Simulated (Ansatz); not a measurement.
HgO:
```yaml
crystal:
  lattice:
    - [3.52173, 0.00000, 0.00000]
    - [-1.76086, 3.04990, 0.00000]
    - [0.00000, 0.00000, 8.61490]
  atoms:
    - { symbol: Hg, position: [0.75377, 0.75377, 0.00000] }
    - { symbol: Hg, position: [0.24623, 0.00000, 0.66667] }
    - { symbol: Hg, position: [0.00000, 0.24623, 0.33333] }
    - { symbol: O, position: [0.46540, 0.46540, 0.50000] }
    - { symbol: O, position: [0.53460, 0.00000, 0.16667] }
    - { symbol: O, position: [0.00000, 0.53460, 0.83333] }
```

Relaxed with LDA. Independent-particle spectrum: no excitons, no local fields, no scissors shift; 0.1 eV broadening; ε₁ of the summed bands alone.

**Question.** Tabulate the dielectric function from the program Ansatz at the LDA level (PAW).

**Answer.** 

| E (eV) | ε₁ xx | ε₂ xx | ε₁ zz | ε₂ zz |
|---|---|---|---|---|
| 0.0 | 6.52 | 0.00 | 7.35 | 0.00 |
| 0.4 | 6.57 | 0.00 | 7.41 | 0.00 |
| 0.8 | 6.73 | 0.00 | 7.58 | 0.00 |
| 1.2 | 7.08 | 0.00 | 7.93 | 0.00 |
| 1.6 | 7.96 | 0.38 | 8.89 | 0.34 |
| 2.0 | 7.89 | 1.57 | 8.86 | 1.43 |
| 2.4 | 7.88 | 1.40 | 8.80 | 1.39 |
| 2.8 | 8.06 | 3.02 | 9.79 | 1.94 |
| 3.2 | 9.46 | 3.72 | 10.60 | 2.53 |
| 3.6 | 7.82 | 5.67 | 14.20 | 5.76 |
| 4.0 | 5.85 | 6.31 | 8.05 | 9.88 |
| 4.4 | 4.61 | 6.47 | 5.07 | 9.92 |
| 4.8 | 3.43 | 5.78 | 3.20 | 8.19 |
| 5.2 | 2.52 | 4.87 | 2.33 | 7.72 |
| 5.6 | 3.08 | 4.10 | 2.29 | 6.04 |
| 6.0 | 3.79 | 3.65 | 2.63 | 5.61 |
| 6.4 | 4.46 | 4.42 | 2.96 | 5.99 |
| 6.8 | 3.64 | 5.82 | 1.30 | 7.77 |
| 7.2 | 2.33 | 5.66 | 1.45 | 7.00 |
| 7.6 | 1.41 | 5.73 | 0.19 | 6.28 |
| 8.0 | 1.39 | 5.03 | -0.27 | 4.96 |
| 8.4 | 0.61 | 4.81 | -0.20 | 4.69 |
| 8.8 | 0.49 | 4.47 | -0.44 | 4.37 |
| 9.2 | -0.10 | 3.90 | -0.31 | 3.99 |
| 9.6 | 0.11 | 3.46 | -0.39 | 3.79 |
| 10.0 | 0.38 | 3.48 | -0.51 | 3.95 |
| 10.4 | 0.05 | 3.26 | -1.27 | 3.39 |
| 10.8 | -0.03 | 3.63 | -1.05 | 2.65 |
| 11.2 | -0.71 | 3.02 | -1.15 | 2.93 |
| 11.6 | -0.77 | 2.47 | -1.18 | 1.97 |
| 12.0 | -0.32 | 2.04 | -0.70 | 1.73 |

**Question.** From ε at 3.5 eV (xx: 8.02 + 5.29i), find n, k, the normal reflectivity and the absorption coefficient.

**Answer.** n = 2.97, k = 0.891, R = 28 %, α = 2kE/ħc = 320000 cm⁻¹.

With all bands, ε∞ without local fields is 6.86 (xx = yy), 7.69 (zz). DFPT, with local fields, gives 6.01 (xx = yy), 7.21 (zz).

Space group P3_221. The first step of the workflow began from a Materials Project structure, measured or hypothetical; the Crystallography Open Database copy checked does not list it. COD files the formula under space group No. 44, 62, so this cell is another polymorph or a model. Whether it is the stable phase at ambient conditions was not checked. The cell was relaxed with LDA under the symmetry of its start; whether a distortion lowers the energy is not shown. A crystal of weakly bound chains computed without a dispersion correction: the cell and the soft elastic constants depend strongly on that. Spin–orbit coupling is left out wherever it is not named.

Potentials: the later of the program's two PAW sets.
